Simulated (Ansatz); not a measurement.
# Equation of state of TiTc

A database entry relaxed whole under r2SCAN (Pm-3m):

```
Ti Tc
1.0
     3.09162    0.00000    0.00000
     0.00000    3.09162    0.00000
     0.00000    0.00000    3.09162
Ti Tc
1 1
Direct
  0.50000 0.50000 0.50000
  0.00000 0.00000 0.00000
```

The cell was scaled uniformly, its shape held, and the atoms relaxed at each volume with plane-wave PAW DFT (Ansatz 0.2.0; r2SCAN, 500 eV, 11×11×11 Γ-centred mesh, fermi-dirac occupations of width 0.100 eV; no spin, no spin-orbit coupling). One row is withheld.

```csv
volume (Å³/atom),energy over the lowest (meV/atom),pressure (GPa)
13.888,38.0,14.93
14.184,16.0,9.44
14.479,3.7,4.49
14.775,0.0,0.01
15.070,4.2,-4.03
15.366,?,?
15.661,33.1,-11.00
```

Problem. Fit the pressures of the other rows to the third-order Birch-Murnaghan form.

Solution. With f = [(V₀/V)^(2/3) − 1]/2 and P = 3B₀f(1 + 2f)^(5/2)[1 + 3(B₀′ − 4)f/2], least squares gives V₀ = 14.78 Å³ an atom, B₀ = 213 GPa and B₀′ = 4.1; the rows miss the fit by less than 0.01 GPa. The slope of the energies differs from these pressures by 0.23 GPa, since they are taken to zero smearing while pressures follow the free energy.

Problem. What does the withheld row hold?

Solution. The fit gives -7.69 GPa at 15.366 Å³; the run gave -7.69 GPa and 15.4 meV an atom.

Caveats: the shape of the cell was held; 0 K, fixed nuclei; the symmetry was kept, and this need not be the phase that is stable at 0 K; one mesh for all volumes; pressure is positive in compression.
